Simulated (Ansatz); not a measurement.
## Na₃WClO₄: Field gradients at the nuclei

The cell is a refined structure from the COD, ions relaxed with PBE at fixed cell.

Space group P4/nmm:1 (No. 129); a = 7.5181, c = 5.3600 Å.

```csv
site,Wyckoff,site symmetry,x,y,z
Na1,2c,4mm,0.5000,0.0000,0.3584
Na3,4d,..2/m,0.7500,0.2500,0.0000
W,2b,-4m2,0.0000,0.0000,0.5000
Cl,2c,4mm,0.5000,0.0000,0.8420
O,8i,.m.,0.8094,0.0000,0.2988
```

One atom of each set is listed.

Computed with Ansatz: DFT, r2SCAN, plane waves and PAW, scalar-relativistic, 500 eV cutoff, Γ-centred 3×3×4 k-points, Fermi–Dirac smearing 0.02 eV.

Conventions: |V_zz| ≥ |V_yy| ≥ |V_xx|, η = (V_xx − V_yy)/V_zz, C_Q = eQV_zz/h.

Na-23: I = 3/2, Q = 104.0 mb; 35Cl: I = 3/2, Q = -81.12 mb; ¹⁷O: I = 5/2, Q = -25.58 mb. Nuclear quadrupole moments: year-2017 set (Pyykkö).

(1) Give the quadrupolar parameters of the distinct sites.

Answers

(1) 

```csv
site,atoms,first shell,V_zz (10²¹ V/m²),η,C_Q (MHz)
Na1,2,"4 O at 2.35 Å, 2 Cl at 2.59–2.77 Å",0.53,0.00,1.34
Na3,4,"4 O at 2.51 Å, 2 Cl at 2.79 Å",-0.56,0.53,-1.41
W,2,4 O at 1.79 Å,-11.02,0.00,–
Cl,2,6 Na at 2.59–2.79 Å,-1.94,0.00,3.80
O,8,1 W at 1.79 Å; also 3 Na at 2.35–2.51 Å,1.53,0.79,-0.949
```

An axis of threefold or higher order runs through Na1, W and Cl, so V_zz lies along it and η is zero.

W has no stable isotope with a ground-state quadrupole moment in the table, so no C_Q is given.

The largest force is 0.5 eV/Å, so the atoms aren't at the calculated equilibrium and relaxing them would move these values. Without spin–orbit coupling the gradients at and beside W can be off by some per cent, at some sites by more.

Hardware: 2 threads of Arm Neoverse V1 (aarch64; 28 cores open to the job, memory cap 5.0 GiB, no GPU), a shared host with a load of 0.9 a core. Wall time 30 s, CPU time 58 s, peak memory 1.4 GiB.
